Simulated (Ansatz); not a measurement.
**Si₂Ni: work and stress of cleavage**

Level of theory: DFT PBEsol, scalar-relativistic, plane waves, PAW in Ansatz. The runs took a 420 eV cutoff, a Γ-centred 14×14×5 mesh and Gaussian smearing (0.15 eV). No spin polarisation. A magnetic state may lie lower. Energies are free energies at this smearing, counted from the undisturbed cell; pressure is positive in compression.

Reference structure (relaxed at this level):

```xyz
9
Lattice="2.6957 -2.6957 0.0000 2.6957 0.0000 -2.6957 5.3914 5.3914 5.3914" Properties=species:S:1:pos:R:3 pbc="T T T"
Si    5.8408    0.4494    0.4494
Si    0.4494    0.4494    0.4494
Si    5.8408    3.1451    3.1451
Si    8.5365    3.1451    3.1451
Si    3.1451    3.1451    3.1451
Si    3.1451    0.4494    0.4494
Ni    4.4929    1.7972    1.7972
Ni    4.4929   -0.8985   -0.8985
Ni    4.4929    4.4929    4.4929
```

The cut lies on the cell's a–b face, a (1 1 1) plane (indices in the standard cell, whose axes needn't be the Cartesian ones shown) of area 12.59 Å², between layers 1.56 Å apart. Vector c is lengthened by d along the normal with the atoms' Cartesian places fixed: one unrelaxed cut a cell. The traction is positive where the two halves pull on each other.

```csv
d (Å),energy (J/m²),traction (GPa)
-0.30,1.04,-85.8
-0.15,0.20,-30.5
0.00,0.00,0.2
0.25,0.32,21.0
0.50,0.89,22.6
0.75,1.40,17.2
1.00,1.75,11.7
1.50,2.15,5.5
2.00,2.36,3.1
3.00,2.53,0.7
4.50,2.56,0.0
6.00,2.57,0.0
```

**Question.** What are the work of separation and the cleavage stress, and do they fit the universal binding curve?

**Answer.** The energy levels off near W ≈ 2.57 J/m² (the traction is down to 0.0 GPa), the energy of the two unrelaxed faces, 1.28 J/m² each on average. The largest sampled traction is 22.6 GPa at d = 0.50 Å, and a parabola through it and its two neighbours peaks at σ_max ≈ 22.8 GPa, d ≈ 0.43 Å. The curve E = W[1 − (1 + d/ℓ)exp(−d/ℓ)] peaks in traction at d = ℓ with σ_max = W/(eℓ); with 1 J/m² per Å = 10 GPa this W and σ_max give ℓ = 0.41 Å. A parabola through that curve at the same three d peaks at 0.46 Å, against 0.43 Å here, a fair fit. Real crystals break at far lower stress, because cracks concentrate it, and on the plane of lowest W, which needn't be this one.

The cut is rigid; relaxing the faces lowers these energies and usually the stresses.

In a metal these slopes depend on the k mesh and the smearing.